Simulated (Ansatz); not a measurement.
Trial structure of InAs2, not yet relaxed:

```xyz
6
Lattice="3.3436 0.0000 0.0000 -1.6718 2.8957 0.0000 0.0000 0.0000 15.6321" Properties=species:S:1:pos:R:3 pbc="T T T"
In    1.6718    0.9652    3.9080
In    0.0000    1.9304   11.7240
As    0.0000    1.9304    6.4028
As    0.0000    1.9304    1.4132
As    1.6718    0.9652   14.2189
As    1.6718    0.9652    9.2292
```

Theory: DFT PBE, scalar-relativistic, plane waves, PAW (Ansatz). Settings: cutoff 420 eV, Γ-centred mesh 6×6×1 on the computed 6-atom cell, Gaussian smearing of 0.10 eV; no spin polarisation.

Formation energies are uncorrected and refer to the elements' standard structures at the same level.

Question: Estimate its pressure, forces and energy as it stands.

Answer: The pressure is -6.3 GPa (the mean over three directions, positive in compression), the largest force is 0.28 eV/Å, and the energy is +0.51 eV/atom against the elements. The shortest distance is 3.15 Å.

Question: Is it a good guess?

Answer: A rough one: relaxing gains about 0.43 eV/atom (the start's value is from the coarse mesh, so the gain is rough) in 23 ionic steps and ends at +0.08 eV/atom on the finer mesh. The symmetry stays P6_3/mmc (No. 194). The volume per atom grows by 2.0 %, from 25.2 to 25.7 Å³. The shortest distance goes from 3.15 Å (In–As) to 2.54 Å (As–As). The ratio c/a of the conventional cell changes by a factor of 0.80. Conventional cell: a = 3.625 Å, c = 13.560 Å. Around In lie 6 As at 3.40 Å, 6 In at 3.63 Å and 2 As at 4.11 Å; As is surrounded by 3 As at 2.54 Å, 3 In at 3.40 Å, 6 As at 3.63 Å and 1 In at 4.11 Å.

The last run used a 12×12×4 mesh (in the run's order of axes) for its 6-atom cell and Gaussian smearing of 0.10 eV. The reference form of As is held partly by dispersion forces, which this level lacks. The relaxation can't lower the symmetry of the start, and the grade says only how near the guess is to its own end. A structure relaxed within its symmetry needn't be a true minimum. Another cell of InAs2 relaxed alike, in P6_3/mmc, lies 25 meV/atom lower, so this cell isn't the stable form at this level.
